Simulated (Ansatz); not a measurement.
Ansatz (a quantum-chemistry and plane-wave program) input:

Ansatz 0.2 input:
```yaml
crystal:
  lattice:
    - [3.2665573549, 0.0, 0.0]
    - [-1.6332786775, 2.8289216523, 0.0]
    - [0.0, 0.0, 4.8245927136]
  atoms:
    - { symbol: Sc, position: [0.3333333333, 0.6666666667, 0.5204375936] }
    - { symbol: Be, position: [0.6666666667, 0.3333333333, 0.9849130482] }
    - { symbol: O, position: [0.3333333333, 0.6666666667, 0.0926380754] }
    - { symbol: N, position: [0.6666666667, 0.3333333333, 0.6520012827] }
kpoints:
  mp_grid: { grid: [10, 10, 6] }
hamiltonian:
  xc: r2scan
  dispersion: d4
  pseudopotentials: { azcp: { folder: ./paw }, kind: paw }
scf:
  occupations: { method: fixed }
checkpoint: { read: static.run }
output: { write_density: true, elf: true, volumetric_format: npy }
basis: { fft_grid_basis: typed }
```

Output (shortened):

```
Pseudopotential: Sc, paw, valence charge 11
Pseudopotential: Be, paw, valence charge 2
Pseudopotential: O, paw, valence charge 6
Pseudopotential: N, paw, valence charge 5
Functional definition: r2SCAN
Crystal: 4 atoms, lattice volume = 44.583 Å³
Basis set: ecut = 500 eV, 1139 PW (Γ), exchange–correlation on 96×96×144 points (64 copies of the dense FFT grid, shifted against one another)
Bands: 16, of which v1, the nominal top of the filled ones, is band 12 counted from 1 (11 counted from 0)
Symmetry: 6 space group operations
Space group: P3m1 (ITA 156), of the structure as read, at distance tolerance 3.5e-5 Å
k-points: 72 of 600 (time reversal used)
Stability of the state it starts from, as read at its close in the unpolarized treatment …
iter 1 solved again at ethr=3.32e-8 eV; its pass at ethr=3.10e-3 eV (dr2=7.97e-6 eV) is discarded
SCF iter   1: F=—  HF=-3193.220157 eV  |F-HF|=—  |Δ(HF+E_count)|=         —  Δρ=6.07e-7  dr2=1.53e-10  dr2_τ=1.29e-11  ethr=3.32e-8  ⟨swp⟩=2.3  Hψ=8219  notcnv=0  defer=129
preconditioner: auto → none
SCF iter   2: F=-3193.220157 eV  HF=-3193.220157 eV  |F-HF|=4.35e-10  |Δ(HF+E_count)|=   8.01e-9  Δρ=9.69e-7  dr2=5.00e-10  dr2_τ=5.51e-11  ethr=1.00e-12  ⟨swp⟩=7.6  Hψ=4654  notcnv=0
WARN: dispersion: an atom stands within reach of a switch of its C6 between two reference coordination numbers of its element …
SCF 1 converged in 2 iterations: F = -3193.220157 eV  dr2 = 5.00e-10
SCF converged after 2 iterations
Free energy (F): -3193.220157 eV
Harris-Foulkes:  -3193.220157 eV  (|F-HF|=4.35e-10)
Internal energy: -3193.220157 eV  (E = F + TS)
E sigma→0 (E₀):  -3193.220157 eV
Fermi energy:    6.858965 eV
--- Per-component energies (eV) ---
  E_band       = -175.866690
  E_kinetic    = 531.341829
  E_local      = -1484.149631  (includes V_loc(G=0)·N_el)
  E_nonlocal   = 229.004115
  E_hartree    = 549.426653
  E_xc         = -233.432523
  E_vxc        = -326.356543  (∫ρ·V_xc dr)
  E_paw        = -1352.942730  (= ΣΔE_a)
  E_vpaw       = -244.968323  (= ΣTr[D̂ρ^β])
  E_aug_tail   = 0.000301  (compensation charges beyond the density's cutoff)
  E_vtau       = 20.408262  (kinetic-family band-sum trace: ∫τ·v_τ [+ j·A + Jᵃ·Aᵃ] dr)
  E_ewald      = -1431.785845
  E_disp       = -0.370301  (pairwise vdW)
  E_core_change = -0.312024  (= ΣΔE_core)
  E_smearing   =  0.000000  (= −TS)
  E_closure    = 0.000000  (closes the sum)
  Σ components = -3193.220157   (vs F -3193.220157, Δ=0.00e0)
  [band-id]    e_kinetic+e_local+e_nonlocal+2·e_hartree+e_vxc+e_vpaw+e_augmentation_tail+e_vtau = -175.866684   (vs E_band -175.866690, Δ=5.97e-6)
--- Band table (eV; the first three rows and the last of 72) ---
  k-point 0: bands = ["-41.5185", "-19.4061", "-19.0921", "-19.0921", "-11.2898", "-6.0248", "2.9852", "4.8976", "4.8976", "5.5500", "5.5500", "5.7716", "10.5287", "12.7625", "12.7625", "14.7819"]
  k-point 1: bands = ["-41.5184", "-19.4157", "-19.0920", "-19.0920", "-11.2393", "-6.0625", "2.9691", "4.8356", "4.8356", "5.6035", "5.6087", "5.6087", "10.8003", "12.8382", "12.8382", "14.8618"]
  k-point 2: bands = ["-41.5183", "-19.4349", "-19.0918", "-19.0918", "-11.1360", "-6.1407", "2.9359", "4.7336", "4.7336", "5.3065", "5.7046", "5.7046", "11.3844", "12.9960", "12.9960", "14.6204"]
  k-point 71: bands = ["-41.4554", "-19.5791", "-19.3583", "-19.3390", "-10.6875", "-5.3284", "2.4269", "2.8708", "3.7309", "5.7925", "6.0199", "6.8060", "10.8509", "12.5095", "13.5719", "14.5090"]
```

Cost: around 18 core-seconds (rough) on shared cores.

The start of the workflow was typed in or built on a structure type; neither database checked (COD, Materials Project) lists it. Whether it is the stable phase at ambient conditions was not checked. Symmetry was held in the r²SCAN+D4 relaxation; whether a distortion lowers the energy is not shown. No spin polarisation was allowed. The volume moved by -22 % from the start of the relaxation.

Potentials: the earlier of the program's two PAW sets. The files were generated under PBE; for other functionals the program regenerates the frozen cores, and for LDA and PBEsol the local potential too.

Ansatz is a plane-wave DFT program.
